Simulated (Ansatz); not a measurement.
Several occupations of a fcc lattice at one composition, 6 Rh, 2 Pd, 12 Ag. Sites, in fractions of the cell -6.051 4.034 2.017; 6.051 4.034 -2.017; -2.017 -4.034 -6.051 Å:

| cell | sites |
| --- | --- |
| all | Ag (0.15 0.05 0.70), Ag (0.25 0.75 0.50), Ag (0.50 0.50 0.00), Ag (0.55 0.85 0.90) |
| 1 | Ag (0.00 0.00 0.00), Ag (0.05 0.35 0.90), Ag (0.20 0.40 0.60), Ag (0.30 0.10 0.40), Ag (0.60 0.20 0.80), Ag (0.65 0.55 0.70), Ag (0.75 0.25 0.50), Ag (0.95 0.65 0.10), Pd (0.45 0.15 0.10), Pd (0.90 0.30 0.20), Rh (0.10 0.70 0.80), Rh (0.35 0.45 0.30), Rh (0.40 0.80 0.20), Rh (0.70 0.90 0.60), Rh (0.80 0.60 0.40), Rh (0.85 0.95 0.30) |
| 2 | Ag (0.05 0.35 0.90), Ag (0.10 0.70 0.80), Ag (0.35 0.45 0.30), Ag (0.45 0.15 0.10), Ag (0.60 0.20 0.80), Ag (0.75 0.25 0.50), Ag (0.80 0.60 0.40), Ag (0.95 0.65 0.10), Pd (0.65 0.55 0.70), Pd (0.85 0.95 0.30), Rh (0.00 0.00 0.00), Rh (0.20 0.40 0.60), Rh (0.30 0.10 0.40), Rh (0.40 0.80 0.20), Rh (0.70 0.90 0.60), Rh (0.90 0.30 0.20) |
| 3 | Ag (0.10 0.70 0.80), Ag (0.30 0.10 0.40), Ag (0.35 0.45 0.30), Ag (0.40 0.80 0.20), Ag (0.65 0.55 0.70), Ag (0.70 0.90 0.60), Ag (0.80 0.60 0.40), Ag (0.85 0.95 0.30), Pd (0.00 0.00 0.00), Pd (0.45 0.15 0.10), Rh (0.05 0.35 0.90), Rh (0.20 0.40 0.60), Rh (0.60 0.20 0.80), Rh (0.75 0.25 0.50), Rh (0.90 0.30 0.20), Rh (0.95 0.65 0.10) |

Each was relaxed without symmetry on coarser meshes and computed once more. Method: DFT PBE, scalar-relativistic, plane waves, PAW in Ansatz.

Settings: cutoff 420 eV, Γ-centred mesh 6×6×5 on the computed 20-atom cell, Gaussian smearing of 0.10 eV; no spin polarisation.

Warren–Cowley parameters of the first shell of the sublattice with most elements (negative: unlike neighbours preferred):
```csv
cell,Ag-Rh,Ag-Pd,Pd-Rh
1,-0.04,-0.04,0.03
2,-0.11,0.03,-0.39
3,0.03,-0.11,0.17
```

**Question.** Which occupation is lowest in energy, and by how much?

**Answer.** Cell 3.
| cell | E − E(lowest) (meV/atom) | V (Å³/atom) |
| --- | --- | --- |
| 3 | 0.0 | 16.34 |
| 1 | 15.7 | 16.33 |
| 2 | 41.4 | 16.36 |

The final mesh leaves forces up to 0.12 eV/Å and stresses up to 0.8 GPa: the relaxation ran on a coarser mesh, so the cell's shape, its bonds and its energy belong partly to that mesh.

Spin polarisation was left out, and a magnetic state may lie lower.

Cost: 6 runs of about 48 core-minutes in all (earlier runs that led there not counted), on Intel Xeon Platinum 8375C (Ice Lake) (shared hosts).